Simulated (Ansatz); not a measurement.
## Ansatz run, LiSiRu

Input file of Ansatz 0.2.0:

```yaml
crystal:
  lattice:
    - [3.73281, 0.0, 0.0]
    - [0.0, 3.73281, 0.0]
    - [0.0, 0.0, 5.891275]
  atoms:
    - { symbol: Ru, position: [0.75, 0.25, 0.0] }
    - { symbol: Ru, position: [0.25, 0.75, 0.0] }
    - { symbol: Si, position: [0.25, 0.25, 0.175] }
    - { symbol: Si, position: [0.75, 0.75, 0.825] }
    - { symbol: Li, position: [0.25, 0.25, 0.679] }
    - { symbol: Li, position: [0.75, 0.75, 0.321] }
  symmetry: { tolerance: 0.0003 }
kpoints:
  mp_grid: { grid: [9, 9, 6], shift: [0, 0, 0] }
  band_path:
    path:
      - [0.0, 0.0, 0.0]
      - [0.0, 0.5, 0.0]
      - [0.5, 0.5, 0.0]
      - [0.0, 0.0, 0.0]
      - [0.0, 0.0, 0.5]
      - [0.0, 0.5, 0.5]
      - [0.5, 0.5, 0.5]
      - [0.0, 0.0, 0.5]
    npoints: 7
magnetization:
  spin_polarized: false
scf:
  occupations: { method: gaussian, width: 0.1984 }
  lower_state_search: "off"
  max_iter: 200
hamiltonian:
  pseudopotentials: { kind: paw }
  xc: mr2scan
basis:
  ecutwfc: 500
  fft_grid_basis: typed
output:
  forces: true
  stress: true
  eigenvalues: true
  bader: true
  populations: true
  elf: true
  write_potential: true
  volumetric_format: npy
  dos:
    e_range: [-12, 8]
    de: 0.05
    projected: { site_lists: { Li: [Li], Ru: [Ru], Si: [Si] } }
checkpoint:
  read: saved_state
```

The saved state is an earlier solution for the same cell, perhaps on another mesh. 

Parts of the output:

```
Pseudopotentials: kind: paw
Pseudopotential: Ru, paw, valence charge 16, recommended cutoff 500 eV (meta_gga), Ru.paw.azcp
Pseudopotential: Si, paw, valence charge 4, recommended cutoff 500 eV (meta_gga), Si.paw.azcp
Pseudopotential: Li, paw, valence charge 3, recommended cutoff 500 eV (meta_gga), Li.paw.azcp
Functional definition: m-r2SCAN
  exchange = m_r2scan_x
  correlation = m_r2scan_c
Crystal: 6 atoms, lattice volume = 82.088 Å³
Basis set: ecut = 500 eV, 2093 PW (Γ), exchange–correlation on 120×120×180 points (64 copies of the dense FFT grid, shifted against one another)
Bands: 29, of which v1, the nominal top of the filled ones, is band 23 counted from 1 (22 counted from 0)
Symmetry: 16 space group operations
Space group: P4/nmm (ITA 129), of the structure as read, at distance tolerance 1.3e-3 Å
k-points: 60 of 486
Initial density: read from a saved state, or passed on in memory by an earlier SCF of this step, an earlier step, the calling program or the single point that the run made first
Functional: x = mr2scan, c = mr2scan; τ floored in thin density (d = 2e-4 eV/Å³)
SCF iter   1: F=-13468.7256 eV  Δρ=1.77e-3  dr2=7.15e-4  dr2_τ=1.80e-3
SCF iter   2: F=-13468.7260 eV  Δρ=1.03e-3  dr2=4.10e-4  dr2_τ=6.66e-5
SCF iter   3: F=-13468.7261 eV  Δρ=2.91e-4  dr2=8.82e-5  dr2_τ=1.46e-5
SCF iter   4: F=-13468.7261 eV  Δρ=1.41e-4  dr2=1.19e-5  dr2_τ=1.34e-6
SCF iter   5: F=-13468.7261 eV  Δρ=5.40e-5  dr2=7.36e-6  dr2_τ=2.89e-7
SCF iter   6: F=-13468.7261 eV  Δρ=1.78e-5  dr2=4.83e-7  dr2_τ=2.00e-8
SCF iter   7: F=-13468.7261 eV  Δρ=4.26e-6  dr2=4.33e-8  dr2_τ=1.29e-9
Free energy (F): -13468.7261 eV
Harris-Foulkes:  -13468.7261 eV  (|F-HF|=2.55e-8)
Internal energy: -13468.6706 eV  (E = F + TS)
E sigma→0 (E₀):  -13468.6984 eV
Entropy (-TS):   -0.0556 eV (-9.262 meV/atom)
Fermi energy:    11.7498 eV
--- Per-component energies (eV) ---
  E_band       = -576.3731
  E_kinetic    = 1201.0785
  E_local      = -6452.8071  (includes V_loc(G=0)·N_el)
  E_nonlocal   = 681.9126
  E_hartree    = 2568.0346
  E_xc         = -507.7596
  E_vxc        = -686.7622  (∫ρ·V_xc dr)
  E_paw        = -8046.3040  (= ΣΔE_a)
  E_vpaw       = -501.4436  (= ΣTr[D̂ρ^β])
  E_aug_tail   =  0.0000  (compensation charges beyond the density's cutoff)
  E_vtau       = 45.5619  (kinetic-family band-sum trace: ∫τ·v_τ [+ j·A + Jᵃ·Aᵃ] dr)
  E_ewald      = -2912.0508
  E_core_change = -0.7748  (= ΣΔE_core)
  E_smearing   = -0.0556  (= −TS)
--- Forces (eV/Å), atoms counted from 1 ---
  atom   1  Ru     0.0000     0.0000     0.0000
  atom   2  Ru     0.0000     0.0000     0.0000
  atom   3  Si     0.0000     0.0000     5.3980
  atom   4  Si     0.0000     0.0000    -5.3980
  atom   5  Li     0.0000     0.0000    -0.6125
  atom   6  Li     0.0000     0.0000     0.6125
--- Stress (GPa, compression-positive) ---
       66.3257       0.0000       0.0000
        0.0000      66.3257       0.0000
        0.0000       0.0000      25.5976
  P = ⅓ Tr σ = 52.7497 GPa (527.497 kbar)
--- Löwdin populations: 6 sites ---
  site symbol       q [e]
     0     Ru     16.2862
     1     Ru     16.2862
     2     Si      4.0892
     3     Si      4.0892
     4     Li      2.3759
     5     Li      2.3759
  spilling = 0.0108 (of n_electrons = 46.0000)
--- Bader charges: 6 sites ---
  site symbol  charge [e]  shift [e]
     0     Ru     -2.0022     0.0360
     1     Ru     -2.0021     0.0360
     2     Si      1.1406     0.0364
     3     Si      1.1406     0.0364
     4     Li      0.8616     0.0004
     5     Li      0.8615     0.0004
```

Origin: a known structure type with other elements, at an estimated volume, so it need not be a known compound. Caveats: atoms or cell far from equilibrium; wide smearing; m-r2SCAN is r2SCAN with a changed spin dependence that lowers moments.
